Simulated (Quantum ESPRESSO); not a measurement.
# One change at a time to Ga3Sc2Ta2Y

Calculated results; nothing here was measured. They come from Quantum ESPRESSO 7.5, a public plane-wave density functional program. Each row is one single-point run on a made-up periodic cell of eight metal atoms, with elements, volume, strain and displacements drawn at random and not relaxed, so a cell may be unstable or far from any real phase. There is no spin polarisation or spin-orbit coupling.

Settings: PBE unless stated; PseudoDojo standard norm-conserving files; Fermi-Dirac width 0.25 eV, which means electrons at about 2900 K; cutoff 1088 eV; 8 x 4 x 3 k mesh shifted half a step off Gamma. E is the free energy of the whole cell (internal energy minus TS), so a -TS column is already part of it. Stress is positive in tension, and the pressure P is minus a third of its trace.

Checks: one run of this series was repeated at a higher cutoff and on a denser mesh, which moved values by no more than 0.002 eV, 0.03 GPa and 0.005 eV/Å, and a second program with other atomic files agreed on it to 2 % rms in force and 0.5 GPa in pressure. Known limits: heavy elements are run without spin-orbit coupling, which real alloys of them have; a spin test at this wide smearing found no moment, but such smearing suppresses magnetism that the real alloy may have.

The lattice is face-centred cubic, and the cell vectors in Å are (0.000, -2.194, -2.194); (-6.582, -2.194, 0.000); (-2.194, 4.388, -6.582), a volume of 168.96 Å³ in run 1. The elements on sites 1 to 8 are Ta Ga Ta Ga Sc Ga Y Sc. Each later run makes one change to run 1 and keeps the rest. E is counted from run 1, and is n/a where other atomic files have another zero of energy.

| run | change | V (Å³) | P (GPa) | -TS (eV) | rms force (eV/Å) | largest change of a force component (eV/Å) | E (eV) |
|---|---|---|---|---|---|---|---|
| 1 | none | 168.96 | -4.14 | -1.671 | 0.736 | 0.000 | 0.000 |
| 2 | sites 1 and 7 exchanged | 168.96 | -3.86 | -1.581 | 0.518 | 1.483 | -0.428 |
| 3 | all lengths scaled by -1.59 % | 161.02 | -0.61 | -1.595 | 0.755 | 0.128 | ? |
| 4 | LDA in place of PBE | 168.96 | -10.48 | -1.693 | 0.725 | 0.107 | n/a |
| 5 | Li on site 3 | 168.96 | -2.05 | -1.434 | 0.578 | 0.607 | n/a |
| 6 | site 1 moved by +0.16 Å along z | 168.96 | -4.02 | -1.672 | 0.758 | 0.350 | 0.114 |

## Worked estimate

Along a uniform scaling dE = -P dV. The mean of the two pressures is -2.375 GPa and the volume changes by -7.94 Å³, with 160.2 GPa to one eV/Å³. The same two rows give -V dP/dV = 73 GPa for this cell with clamped atoms, which is not the bulk modulus of a real alloy.

## Withheld value

Question: what E should run 3 give?

The estimate is -0.118 eV. The calculation gave -0.120 eV.
